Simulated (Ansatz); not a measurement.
## TiSi2 under strain: 47Ti nuclear quadrupole resonance

Cell: an entry of the Crystallography Open Database (COD), relaxed with PBE at fixed cell and then changed (z compressed by 1 %, ions relaxed).

```
Ti Si
1.0
     0.00000    4.11800    4.21889
     2.38650    0.00000    4.21889
     2.38650    4.11800    0.00000
Ti Si
2 4
Cartesian
  3.5797 6.1770 6.3283
  2.3865 4.1180 4.2189
  1.1932 0.7137 2.1094
  1.1932 3.4043 2.1094
  2.3865 1.3453 4.2189
  2.3865 6.8907 4.2189
```

Atom numbers follow the list; atoms alike are taken as one site, whose name carries the number of the first.

The numbers come from a DFT calculation in Ansatz (PBE, plane waves and PAW, scalar-relativistic, 420 eV cutoff, Γ-centred 13×13×13 k-points, Fermi–Dirac smearing 0.05 eV).

47Ti: I = 5/2, Q = 302.0 mb (year-2017 value). Static lattice, zero field.

Task: The simulated lines lie at 2.39, 3.50 MHz. What are |C_Q|, η and |V_zz| at Ti?

Result: For I = 5/2 and η = 0 the lines are 3|C_Q|/20 and twice that; η pulls their ratio below 2. Here |C_Q| = 12.3 MHz, η = 0.56 and |V_zz| = 1.68 × 10²¹ V/m². The calculation gives V_zz positive; the lines don't show the sign. The site has 10 Si at 2.53–2.77 Å, 4 Ti at 3.18 Å.

With no gap above 0.1 eV, as in a metal, the gradients converge slowly in k; expect changes of a tenth or more on a denser mesh.
